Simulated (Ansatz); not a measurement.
# Ga3CuP: reading a single point

```
P Cu Ga
1.0
     0.00000    3.97085    0.00000
     3.97085    0.00000    0.00000
     1.98542    1.98542   -4.98340
P Cu Ga
1 1 3
Direct
  0.13520 0.13520 0.72960
  0.52181 0.52181 0.95638
  0.88400 0.38400 0.23200
  0.38400 0.88400 0.23200
  0.75099 0.75099 0.49802
```

Single point in Ansatz 0.2.0 with PBE, no spin polarisation. Cutoff 420 eV, PAW datasets, 9×9×9 Γ-centred k mesh, fermi-dirac filling (width 0.1 eV).

- Charges: Bader charges in e: Ga +0.07 to +0.28, Cu -0.23, P -0.40. In the mean Ga gives up most and P takes most.
- Formation energy: 0.48 eV an atom against the elements' usual phases (free molecules for gases, crystals otherwise, with no correction for O₂ or N₂), so at this geometry it isn't bound against them. Relaxing would lower it.
- At the Fermi level: It is a metal, with about 2 states/eV a cell as the mean within 0.25 eV of the Fermi level, mostly P p (40 %), Ga p (32 %) and Ga s (15 %).
- Forces: The largest is on Ga5: 2.49 eV/Å, components (0.00, 0.00, -2.49). It makes 0° with the line to a nearest neighbour, Cu2 at 2.28 Å, pointing towards it.
- Stress: The pressure is 12.8 GPa (compression positive), so with the atoms held at these fractions the cell would first expand; the forces are large, so a full relaxation may end otherwise. The principal stresses 8.9, 8.9, 20.5 GPa differ, so its shape would change too.

Origin: a known structure type with other elements, at an estimated volume, so it need not be a known compound. Caveats: atoms or cell far from equilibrium.
